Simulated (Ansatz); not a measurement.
Ca3GeO (anti-perovskite, space group No. 221) at seven volumes, PBEsol in the plane-wave PAW code Ansatz, scaled uniformly. One row is withheld.

```tsv
V (Å³/atom)	P (GPa)
18.536	7.30
19.148	4.47
19.759	2.06
20.370	0.00
20.981	-1.75
21.592	?
22.203	-4.52
```

Task: Fit the shown pressures and predict the withheld one.

Result: Third-order Birch–Murnaghan: P = (3/2)B₀(x^(7/2) − x^(5/2))[1 + (3/4)(B′ − 4)(x − 1)] with x = (V₀/V)^(2/3). Least squares on the six rows gives V₀ = 20.371 Å³/atom, B₀ = 63.14 GPa, B′ = 4.29. At V = 21.592, x = 0.9619 and P = -3.24 GPa. The run itself gave -3.25 GPa.

Space group Pm-3m (anti-perovskite). The workflow started from an entry of the Crystallography Open Database (COD), which files this formula under 2 space groups. Whether it is the stable phase at ambient conditions was not checked. The cell was relaxed with PBEsol under the symmetry of its start; its stability against distortions is not shown here.

Potentials: the later of the program's two PAW sets.
